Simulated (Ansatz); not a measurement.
KRbBr₂ as one 4-atom ordering (R-3m) on the rocksalt lattice, relaxed with r2SCAN: 7 runs in Ansatz, each a construction of maximally localised Wannier functions. Space group R-3m (No. 166), trigonal; conventional cell a = 4.778 Å, c = 23.465 Å, 38.66 Å³ an atom. Around K lie 6 Br at 3.33 Å; around Rb lie 6 Br at 3.44 Å; around Br lie 3 K at 3.33 Å and 3 Rb at 3.44 Å. Simulation only: spin-unpolarised, and no claim that this is the phase found in nature.

```
CELL_PARAMETERS angstrom
2.38906 1.37932 7.82180
-2.38906 1.37932 7.82180
0.00000 -2.75865 7.82180
ATOMIC_POSITIONS crystal
K 0.00000 0.00000 0.00000
Rb 0.50000 0.50000 0.50000
Br 0.25423 0.25423 0.25423
Br 0.74577 0.74577 0.74577
```

Windows count from the top of the filled bands; a dash means that no such window was set (without an outer window there is no disentanglement).

| functional | SCF mesh | trial orbitals | functions | mesh | window (eV) | frozen (eV) | Ω total (Å²) | Ω invariant (Å²) | largest spread (Å²) | least projectability | interpolation miss of the model's filled bands (eV, to the nearest computed level) |
| --- | --- | --- | --- | --- | --- | --- | --- | --- | --- | --- | --- |
| PBE | 6×6×6 | Br s, Br p | 8 | 4×4×4 | – | – | 12.54 | 10.96 | 1.60 | 0.84 | 0.009 |
| PBE | 6×6×6 | Br s, Br p | 8 | 6×6×6 | – | – | 12.94 | 11.38 | 1.66 | 0.84 | 0.001 |
| PBE | 6×6×6 | Br p | 6 | 4×4×4 | – | – | 10.76 | 10.73 | 1.82 | 0.98 | 0.010 |
| r2SCAN | 6×6×6 | Br s, Br p | 8 | 4×4×4 | – | – | 12.07 | 10.45 | 1.54 | 0.86 | 0.008 |
| r2SCAN | 6×6×6 | Br p | 6 | 4×4×4 | – | – | 10.56 | 10.53 | 1.79 | 0.98 | 0.008 |
| HSE06 | 4×4×4 | Br s, Br p | 8 | 4×4×4 | – | – | 12.07 | 10.46 | 1.54 | 0.85 | – |
| HSE06 | 4×4×4 | Br p | 6 | 4×4×4 | – | – | 10.52 | 10.49 | 1.78 | 0.98 | – |

A dash in the last column means that the miss wasn't evaluated.

For Br s, Br p with PBE the spread goes 12.54 Å² (4×4×4), 12.94 Å² (6×6×6): finite differences on a coarse mesh understate it.

The runs are scalar-relativistic, without spin-orbit coupling.
